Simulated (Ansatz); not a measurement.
Starting cell, Al (fcc, Cu type):

```yaml
crystal:
  lattice:
    - [3.99072, 0.00000, 0.00000]
    - [0.00000, 3.99072, 0.00000]
    - [0.00000, 0.00000, 3.99072]
  atoms:
    - { symbol: Al, position: [0.00000, 0.00000, 0.00000] }
    - { symbol: Al, position: [0.50000, 0.50000, 0.00000] }
    - { symbol: Al, position: [0.50000, 0.00000, 0.50000] }
    - { symbol: Al, position: [0.00000, 0.50000, 0.50000] }
```

Scan: atom 4 (Al, nearest neighbour Al at 2.822 Å; its periodic images, 4.0 Å or more away, move with it) is displaced along Cartesian z, direction (0.000, 0.000, 1.000) in Cartesian axes, by s. The other atoms stay.

These are r2SCAN (plane waves to 500 eV, PAW, scalar-relativistic; Ansatz, a quantum-chemistry and plane-wave program) values and carry that method's errors. k mesh 9×9×9 (Γ-centred), Fermi-Dirac smearing 0.05 eV. Energies are smeared free energies. Stress and pressure are positive under compression. With partly filled bands, energies and forces of such displacements shift with the k mesh and the smearing. On this mesh the relaxed cell isn't quite at rest: it carries a pressure of 0.3 GPa (compression positive) at the zero of the scan. Al was relaxed with its symmetry unable to fall. The PAW data are Ansatz's earlier set. The zero of ΔE is the undisplaced structure.

```json
[
 {"s (Å)": "-0.280", "P (GPa)": "2.0", "ΔE (meV/cell)": "(withheld)"},
 {"s (Å)": "-0.224", "P (GPa)": "1.4", "ΔE (meV/cell)": "(withheld)"},
 {"s (Å)": "-0.168", "P (GPa)": "0.9", "ΔE (meV/cell)": "78"},
 {"s (Å)": "-0.112", "P (GPa)": "0.6", "ΔE (meV/cell)": "(withheld)"},
 {"s (Å)": "-0.056", "P (GPa)": "0.3", "ΔE (meV/cell)": "9"},
 {"s (Å)": "0.000", "P (GPa)": "0.3", "ΔE (meV/cell)": "0"},
 {"s (Å)": "0.056", "P (GPa)": "0.3", "ΔE (meV/cell)": "9"},
 {"s (Å)": "0.112", "P (GPa)": "0.6", "ΔE (meV/cell)": "(withheld)"},
 {"s (Å)": "0.168", "P (GPa)": "0.9", "ΔE (meV/cell)": "78"},
 {"s (Å)": "0.224", "P (GPa)": "1.4", "ΔE (meV/cell)": "(withheld)"},
 {"s (Å)": "0.280", "P (GPa)": "2.0", "ΔE (meV/cell)": "(withheld)"}
]
```

Fill in the missing entries.


- -0.280, ΔE (meV/cell): 218
- -0.224, ΔE (meV/cell): 139
- -0.112, ΔE (meV/cell): 35
- 0.112, ΔE (meV/cell): 35
- 0.224, ΔE (meV/cell): 139
- 0.280, ΔE (meV/cell): 218

(For displaced atoms, the force is minus the slope of the energy, and its curvature is a force constant, which sets phonon frequencies.)
